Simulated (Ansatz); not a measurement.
With plane-wave PAW r²SCAN (Ansatz code), Tc in the hcp (Mg type) structure (P6_3/mmc) relaxes to a = 2.737 Å, c = 4.381 Å. Tc has 12 nearest neighbours from 2.70 Å (anticuboctahedral).

Electronic character: metallic (no gap).

The r²SCAN relaxation kept the symmetry of its start. No spin polarisation was allowed. Axis ratios of metals converge slowly with the k-mesh, so a and c are less sure than the volume. Spin–orbit coupling is left out wherever it is not named.

Potentials: the earlier of the program's two PAW sets.
